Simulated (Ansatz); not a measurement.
B$_{4}$C:
```xyz
15
Lattice="4.3762 2.7970 0.0000 -4.3762 2.7970 0.0000 -2.4308 0.0000 4.4206" Properties=species:S:1:pos:R:3 pbc="T T T"
B     -2.1070     2.7970     3.7019
B      0.2505     1.8967     2.1427
B      0.2505     3.6973     2.1427
B     -2.7019     3.7057     2.2306
B     -2.7019     1.8883     2.2306
B     -2.1320     2.7970     0.7983
B     -0.3105     2.7970     3.5888
B     -1.1855     1.3745     3.0713
B     -1.1855     4.2195     3.0713
B     -1.2586     4.2331     1.3226
B     -1.2586     1.3608     1.3226
B     -6.7758     2.7970     4.3722
C     -0.3988     2.7970     0.7736
C     -5.4319     2.7970     3.8971
C      3.0684     2.7970     0.4596
```

Relaxed with r²SCAN. Independent-particle spectrum: no excitons, no local fields, no scissors shift; 0.1 eV broadening; ε₁ of the summed bands alone.

Question: Tabulate the dielectric function from plane-wave PAW r²SCAN (Ansatz code).

Answer: 

| E (eV) | ε₁ xx | ε₂ xx | ε₁ yy | ε₂ yy | ε₁ zz | ε₂ zz |
|---|---|---|---|---|---|---|
| 0.0 | 7.16 | 0.00 | 7.03 | 0.00 | 6.93 | 0.00 |
| 0.5 | 7.19 | 0.00 | 7.06 | 0.00 | 6.96 | 0.00 |
| 1.0 | 7.28 | 0.00 | 7.16 | 0.00 | 7.05 | 0.00 |
| 1.5 | 7.45 | 0.00 | 7.32 | 0.00 | 7.20 | 0.00 |
| 2.0 | 7.70 | 0.00 | 7.56 | 0.00 | 7.44 | 0.00 |
| 2.5 | 8.08 | 0.00 | 7.93 | 0.00 | 7.80 | 0.00 |
| 3.0 | 8.66 | 0.00 | 8.47 | 0.00 | 8.33 | 0.00 |
| 3.5 | 9.67 | 0.00 | 9.38 | 0.01 | 9.20 | 0.00 |
| 4.0 | 11.97 | 1.19 | 11.11 | 0.39 | 11.06 | 0.43 |
| 4.5 | 11.84 | 4.42 | 13.73 | 2.94 | 11.98 | 4.70 |
| 5.0 | 10.78 | 4.31 | 11.87 | 8.11 | 11.19 | 5.27 |
| 5.5 | 11.43 | 6.79 | 10.26 | 8.95 | 11.56 | 7.06 |
| 6.0 | 10.94 | 8.70 | 9.04 | 8.71 | 8.82 | 9.28 |
| 6.5 | 9.19 | 10.74 | 5.64 | 12.25 | 7.33 | 10.65 |
| 7.0 | 6.49 | 10.91 | 3.50 | 9.49 | 4.85 | 10.50 |
| 7.5 | 3.38 | 12.63 | 3.15 | 8.03 | 2.75 | 9.06 |
| 8.0 | 1.01 | 11.05 | 3.12 | 7.93 | 2.10 | 8.55 |
| 8.5 | 1.04 | 9.38 | 2.81 | 8.16 | 2.21 | 8.16 |
| 9.0 | 0.30 | 10.13 | 2.19 | 8.06 | 1.92 | 7.66 |
| 9.5 | -1.57 | 8.22 | 1.52 | 7.84 | 2.25 | 7.52 |
| 10.0 | -1.23 | 7.28 | 0.65 | 9.15 | 0.50 | 8.83 |
| 10.5 | -1.70 | 6.71 | -0.65 | 8.51 | -0.30 | 7.94 |
| 11.0 | -2.11 | 6.14 | -1.94 | 7.81 | -1.69 | 7.47 |
| 11.5 | -2.31 | 5.59 | -2.78 | 6.73 | -1.95 | 6.39 |
| 12.0 | -2.47 | 5.04 | -3.13 | 5.71 | -2.29 | 5.82 |

Question: From ε at 4.4 eV (xx: 12.24 + 3.84i), find n, k, the normal reflectivity and the absorption coefficient.

Answer: n = 3.54, k = 0.542, R = 32 %, α = 2kE/ħc = 240000 cm⁻¹.

With all bands, ε∞ without local fields is 7.24 (xx), 7.12 (yy), 7.02 (zz). DFPT, with local fields, gives 6.83 (xx), 6.81 (yy), 6.68 (zz).

Space group Cm. The workflow started from a Materials Project entry (that database holds measured and hypothetical structures alike); the Crystallography Open Database copy checked does not list it. Whether it is the stable phase at ambient conditions was not checked. Symmetry was held in the r²SCAN relaxation; of distortions, only those at the zone centre were tested.

Potentials: the earlier of the program's two PAW sets.
